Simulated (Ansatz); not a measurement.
**What DFT gives for BaTaS₃**

```xyz
10
Lattice="6.8393 0.0000 0.0000 -3.4197 5.9231 0.0000 0.0000 0.0000 5.7384" Properties=species:S:1:pos:R:3 pbc="T T T"
Ba   -0.0003    3.9489    4.3038
Ba    3.4193    1.9742    1.4346
S     0.0000    1.9973    1.4346
S     5.1097    0.9986    4.3038
S     1.6900    4.9244    1.4346
S     3.4197    3.9258    4.3038
S    -1.6900    4.9244    1.4346
S     1.7297    0.9986    4.3038
Ta    0.0000    0.0000    0.0000
Ta    0.0000    0.0000    2.8692
```

The numbers come from plane-wave PAW DFT (Ansatz): PBEsol, no spin polarisation, 420 eV, 6×6×6 Γ-centred k points, fermi-dirac occupations (width 0.1 eV). Nothing was relaxed.

Problem. Is there a gap?

Solution. It is a metal, with about 2.7 states/eV a cell as the mean within 0.25 eV of the Fermi level, mostly Ta d (57 %) and S p (27 %).

Problem. Give the Bader charges.

Solution. Bader charges in e: Ba +1.50, Ta +1.79, S -1.10. In the mean Ta gives up most and S takes most.

Problem. Is it stable against the elements?

Solution. -1.56 eV an atom against the elements' usual phases (free molecules for gases, crystals otherwise, with no correction for O₂ or N₂), so it is bound against them; other compounds may still compete. Relaxing would lower it.

Problem. Where is the largest force?

Solution. The largest is on S7 (and as large on other atoms): 0.43 eV/Å, components (0.37, -0.22, 0.00). It makes 144° with the line to a nearest neighbour, Ta9 at 2.46 Å, pointing away from it.

Problem. Describe some of the short contacts.

Solution. S–Ta at 2.46 Å: least valence density 0.53 e/Å³ and ELF 0.30 there. Ta–Ta at 2.87 Å: least valence density 0.35 e/Å³ and ELF 0.39 there. Ba–S at 3.42 Å: least valence density 0.10 e/Å³ and ELF 0.09 there. Both are smooth PAW fields, read partly inside the augmentation spheres.

Origin: a database entry at a rescaled volume. Caveats: many states at the Fermi level without spin polarisation, so a magnetic state may lie lower.
